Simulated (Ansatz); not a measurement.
Input, command and steps of an Ansatz relaxation.

```yaml
crystal:
  lattice:
    - [3.2794963784, 0.0, 0.0]
    - [-1.6397481892, 2.8401271753, 0.0]
    - [0.0, 0.0, 5.2933196489]
  atoms:
    - { symbol: Zn, position: [0.3333333333, 0.6666666667, 0.4999697863] }
    - { symbol: Zn, position: [0.6666666667, 0.3333333333, -3.02137e-05] }
    - { symbol: O, position: [0.6666666667, 0.3333333333, 0.3790402137] }
    - { symbol: O, position: [0.3333333333, 0.6666666667, 0.8790402137] }
basis:
  ecutwfc: 420
kpoints:
  mp_grid: { grid: [12, 12, 6] }
hamiltonian:
  xc: pbe
  dispersion: d3bj
scf:
  occupations: { method: gaussian, width: 0.02 }
output:
  forces: true
  stress: true
  eigenvalues: true
relax:
  adjacent_minimum: "off"
  f_tol: 0.005
  max_steps: 50
  cell: { stress_tol: 0.05 }
```

```bash
ansatz run input.yaml --threads 1 --pin off --max-ram 2560MiB --backend cpu --events-out ev --progress --plain --runs-dir out
```

These are results of DFT PBE+D3(BJ), scalar-relativistic, plane waves, PAW in Ansatz 0.2.0, not measurements.

Of 8 frames 7 are shown, positions in Å and forces in eV/Å; the SCF threshold varies from step to step. Steps run on the plane waves of an earlier cell, with a Pulay correction in the pressure. The basis is chosen afresh for the last frame, the zero of the energies, and at times for earlier ones too; energy and pressure step there, also at an unchanged geometry.

```xyz
4
Lattice="3.2795 0.0000 0.0000 -1.6397 2.8401 0.0000 0.0000 0.0000 5.2933" Properties=species:S:1:pos:R:3:forces:R:3 pbc="T T T" step=1 free_energy_over_end_meV_per_atom=2.47 pressure_GPa=-2.86
Zn    0.0000    1.8934    2.6465    0.0000    0.0000    0.0009
Zn    1.6397    0.9467   -0.0002    0.0000    0.0000    0.0009
O     1.6397    0.9467    2.0064    0.0000    0.0000   -0.0010
O     0.0000    1.8934    4.6530    0.0000    0.0000   -0.0010
4
Lattice="3.2674 0.0000 0.0000 -1.6337 2.8296 0.0000 0.0000 0.0000 5.2724" Properties=species:S:1:pos:R:3:forces:R:3 pbc="T T T" step=2 free_energy_over_end_meV_per_atom=0.01 pressure_GPa=-1.36
Zn    0.0000    1.8864    2.6359    0.0000    0.0000    0.0012
Zn    1.6337    0.9432   -0.0003    0.0000    0.0000    0.0012
O     1.6337    0.9432    1.9986    0.0000    0.0000   -0.0012
O     0.0000    1.8864    4.6348    0.0000    0.0000   -0.0012
4
Lattice="3.2560 0.0000 0.0000 -1.6280 2.8197 0.0000 0.0000 0.0000 5.2558" Properties=species:S:1:pos:R:3:forces:R:3 pbc="T T T" step=3 free_energy_over_end_meV_per_atom=-1.05 pressure_GPa=0.05
Zn    0.0000    1.8798    2.6277    0.0000    0.0000    0.0028
Zn    1.6280    0.9399   -0.0002    0.0000    0.0000    0.0028
O     1.6280    0.9399    1.9922    0.0000    0.0000   -0.0028
O     0.0000    1.8798    4.6201    0.0000    0.0000   -0.0028
4
Lattice="3.2559 0.0000 0.0000 -1.6279 2.8197 0.0000 0.0000 0.0000 5.2566" Properties=species:S:1:pos:R:3:forces:R:3 pbc="T T T" step=4 free_energy_over_end_meV_per_atom=-1.05 pressure_GPa=0.03
Zn    0.0000    1.8798    2.6286    0.0000    0.0000   -0.0013
Zn    1.6279    0.9399    0.0003    0.0000    0.0000   -0.0013
O     1.6279    0.9399    1.9920    0.0000    0.0000    0.0012
O     0.0000    1.8798    4.6203    0.0000    0.0000    0.0012
4
Lattice="3.2557 0.0000 0.0000 -1.6279 2.8196 0.0000 0.0000 0.0000 5.2583" Properties=species:S:1:pos:R:3:forces:R:3 pbc="T T T" step=5 free_energy_over_end_meV_per_atom=-1.03 pressure_GPa=0.00
Zn    0.0000    1.8797    2.6295    0.0000    0.0000    0.0002
Zn    1.6279    0.9398    0.0004    0.0000    0.0000    0.0002
O     1.6279    0.9398    1.9925    0.0000    0.0000   -0.0002
O     0.0000    1.8797    4.6216    0.0000    0.0000   -0.0002
4
Lattice="3.2557 0.0000 0.0000 -1.6279 2.8196 0.0000 0.0000 0.0000 5.2583" Properties=species:S:1:pos:R:3:forces:R:3 pbc="T T T" step=6 free_energy_over_end_meV_per_atom=0.02 pressure_GPa=-0.13
Zn    0.0000    1.8797    2.6295    0.0000    0.0000    0.0002
Zn    1.6279    0.9398    0.0004    0.0000    0.0000    0.0002
O     1.6279    0.9398    1.9925    0.0000    0.0000   -0.0002
O     0.0000    1.8797    4.6216    0.0000    0.0000   -0.0002
4
Lattice="3.2548 0.0000 0.0000 -1.6274 2.8187 0.0000 0.0000 0.0000 5.2567" Properties=species:S:1:pos:R:3:forces:R:3 pbc="T T T" step=8 free_energy_over_end_meV_per_atom=0.00 pressure_GPa=-0.01
Zn    0.0000    1.8792    2.6288    0.0000    0.0000    0.0000
Zn    1.6274    0.9396    0.0004    0.0000    0.0000    0.0000
O     1.6274    0.9396    1.9919    0.0000    0.0000    0.0000
O     0.0000    1.8792    4.6203    0.0000    0.0000    0.0000
```

It took 77 s on 1 thread of Arm Neoverse V1 (shared host), peak memory 0.38 GiB.